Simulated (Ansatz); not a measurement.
## SiC (P6_3mc): volume and gaps against pressure

```yaml
crystal:
  lattice:
    - [3.05636, 0.00000, 0.00000]
    - [-1.52818, 2.64689, 0.00000]
    - [0.00000, 0.00000, 5.01591]
  atoms:
    - { symbol: Si, position: [0.33333, 0.66667, 0.00460] }
    - { symbol: Si, position: [0.66667, 0.33333, 0.50460] }
    - { symbol: C, position: [0.33333, 0.66667, 0.38040] }
    - { symbol: C, position: [0.66667, 0.33333, 0.88040] }
```

This is the zero-pressure cell under LDA. Cell and atoms are relaxed by PAW (default files of Ansatz 0.2.0, cutoff 420 eV, stress met within about 0.05 GPa) at each pressure, in this structure whether or not another phase would take over; P is the pressure reached, less that of this cell. Levels come from LDA, all-electron LAPW in Ansatz 0.2.0, scalar-relativistic; k mesh 8×8×4, fixed occupations, basis error target 0.5 meV/atom. Conduction levels are in eV over the valence top (at Γ), at fixed fractional wave vectors.

```
P (GPa)    V/V₀     c/a  K ⊥ z  M ⊥ z  L (oblique)      Γ
  -2.00  1.0089  1.6410  2.148  2.700        3.244  4.842
   0.00  1.0000  1.6411  2.130  2.715        3.261  4.917
   1.98  0.9916  1.6410  2.116  2.729        3.280  4.988
   3.98  0.9834  1.6408  2.102  2.743        3.298  5.057
   7.00  0.9717  1.6406  2.081  2.763        3.323  5.158
  10.00       ?       ?      ?      ?            ?      ?
  15.00  0.9435  1.6401  2.028  2.813        3.384  5.412
```

Task: Fit the third-order Birch-Murnaghan equation to the rows shown.

Result: With f = [(V₀/V)^(2/3) − 1]/2, the normalised pressure F = P/[3f(1 + 2f)^(5/2)] is 230.5 GPa at f = -0.0029, 230.5 GPa at f = 0.0028, 230.3 GPa at f = 0.0056, 230.0 GPa at f = 0.0097, 229.4 GPa at f = 0.0198. The line F = B₀[1 + (3/2)(B′ − 4)f] gives B₀ = 230.5 GPa and B′ = 3.8.

Task: What are the volume deformation potentials and pressure coefficients of these levels at zero pressure?

Result: 

```csv
level,dE/dlnV (eV),dE/dP = −(dE/dlnV)/B₀ (meV/GPa),mean slope up to 2.0 GPa (meV/GPa)
K ⊥ z,1.84,-8.0,-7.0
M ⊥ z,-1.67,7.3,7.0
L (oblique),-2.09,9.1,9.4
Γ,-8.45,36.7,35.6
```

dE/dlnV is the slope of a cubic fit in ln V at V₀. The last column is read from two rows and shows how the slope bends with pressure.

Task: Fill the row at 10.00 GPa.

Result: The fits give V/V₀ = 0.9606 and K ⊥ z = 2.061 eV. Computed: V/V₀ = 0.9606, c/a = 1.6404, K ⊥ z = 2.060, M ⊥ z = 2.782, L (oblique) = 3.347, Γ = 5.256.

Keep in mind: no other phase was computed; many crystals of this kind change structure within this range, and rows or crossings beyond such a change describe a metastable lattice; the frozen-core PAW files of the relaxations were fitted under PBE, their cores solved anew for this functional; semilocal gaps are low, and the spacing of valleys can be off by tenths of an eV; levels are read at fixed fractional k, so an edge that moves off these points is missed.
